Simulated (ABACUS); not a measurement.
Input and output of a self-consistent single point for Ti3Al (P6_3/mmc, 8 atoms in the cell; from Materials Project mp-1823, changed as shown) (ABACUS).

Level of theory: PBE, PseudoDojo 0.5 standard norm-conserving PBE (tails mended) pseudopotentials (plane waves; ABACUS).

The change in words: volume scaled by 1.04. Reference geometry (P6_3/mmc):
```
CELL_PARAMETERS angstrom
      5.74770     0.00000     0.00000
     -2.87385     4.97765     0.00000
      0.00000     0.00000     4.63055
ATOMIC_POSITIONS crystal
  Ti 0.82990 0.65980 0.25000
  Ti 0.17010 0.34020 0.75000
  Ti 0.17010 0.82990 0.75000
  Ti 0.82990 0.17010 0.25000
  Ti 0.34020 0.17010 0.25000
  Ti 0.65980 0.82990 0.75000
  Al 0.33333 0.66667 0.25000
  Al 0.66667 0.33333 0.75000
```

Reference input (self-consistent single point, DFT, PBE, plane waves, PseudoDojo 0.5 standard norm-conserving PBE (tails mended) pseudopotentials): KPT = MP 3 3 3 0 0 0; basis_type = pw; ecutwfc = 84 Ry; smearing_method = mp; smearing_sigma = 0.00999582 Ry; potentials = PseudoDojo 0.5 standard norm-conserving PBE (tails mended); symmetry = 1; symmetry_prec = 1e-05; ks_solver = dav_subspace; scf_nmax = 100; scf_thr = 1.0e-09 Ry; mixing_type = broyden. This run's input differs from it in these lines:

```diff
@@ -28,5 +28,5 @@
 LATTICE_VECTORS
-   5.7477000000    0.0000000000    0.0000000000
-  -2.8738500000    4.9776540000    0.0000000000
-   0.0000000000    0.0000000000    4.6305500000
+   5.8233340000    0.0000000000    0.0000000000
+  -2.9116670000    5.0431550000    0.0000000000
+   0.0000000000    0.0000000000    4.6914830000
```

Output, abridged:

```
 SELF-CONSISTENT
 -------------------------------------------
                                 init_chg = atomic

 PW ALGORITHM --------------- ION=   1  ELEC=   1--------------------------------

 Notice: Threshold on eigenvalues was too large.

 Density error is 0.254193137712
                          Error Threshold = 0.000356422180921
 E_KohnSham     -721.6684785343      -9818.8033750578
 E_Fermi        0.8929378463         12.1490426700

 PW ALGORITHM --------------- ION=   1  ELEC=   2--------------------------------

 Density error is 0.0282172684607
                          Error Threshold = 0.000325888638092
   [... lines left out ...]

 Density error is 3.42733234838e-09
                          Error Threshold = 2.07420025829e-11
 E_KohnSham     -721.6989209881      -9819.2175658900
 E_Fermi        0.8594163832         11.6929597658

 PW ALGORITHM --------------- ION=   1  ELEC=  11--------------------------------

 Density error is 3.13146272748e-11
                          Error Threshold = 4.39401583126e-12
 E_KohnSham     -721.6989209888      -9819.2175658990
 E_KS(sigma->0) -721.6993500996      -9819.2234042510
 E_entropy(-TS) 0.0012873324         0.0175150562
 E_Fermi        0.8594196624         11.6930043824
 charge density convergence is achieved
 final etot is -9819.2175659 eV
 EFERMI = 11.693004382 eV

 STATE ENERGY(eV) AND OCCUPATIONS    NSPIN == 1
   [... 46 lines left out ...]

 TOTAL-FORCE (eV/Angstrom)
                       Ti1         0.0000000000        -0.0552660527         0.0000000000
                       Ti2         0.0000000000         0.0552660527         0.0000000000
                       Ti3         0.0478618073        -0.0276330263         0.0000000000
                       Ti4        -0.0478618073         0.0276330263         0.0000000000
                       Ti5         0.0478618073         0.0276330263         0.0000000000
                       Ti6        -0.0478618073        -0.0276330263         0.0000000000
                       Al1         0.0000000000         0.0000000000         0.0000000000
   [... lines left out ...]

 TOTAL-STRESS (KBAR)
       -30.7989419937        -0.0000000000         0.0000000000
         0.0000000000       -30.7989441766         0.0000000000
        -0.0000000000         0.0000000000       -40.2029577948
 TOTAL-PRESSURE: -33.933615 KBAR

 --------------------------------------------
 !FINAL_ETOT_IS -9819.2175658989817748 eV
 --------------------------------------------
```

The run converged in 11 iterations. Against the reference run the free energy rises by 5.3 meV/atom, the pressure goes from 0.93 to -3.39 GPa and the largest force goes from 0.061 to 0.055 eV/Å.

The structure comes from a collection of computed structures, made at another level of theory; the collection holds predicted forms beside known ones. No clean gap shows at this smearing width and mesh (spacing up to 0.45 Å⁻¹); the mesh is coarse for partly filled bands, so the values carry mesh errors.

Cost on one core: around 2.5 core-minutes (rough).

“Tails mended”: in these copies of the files the far tail of each local potential was reset to the Coulomb form.
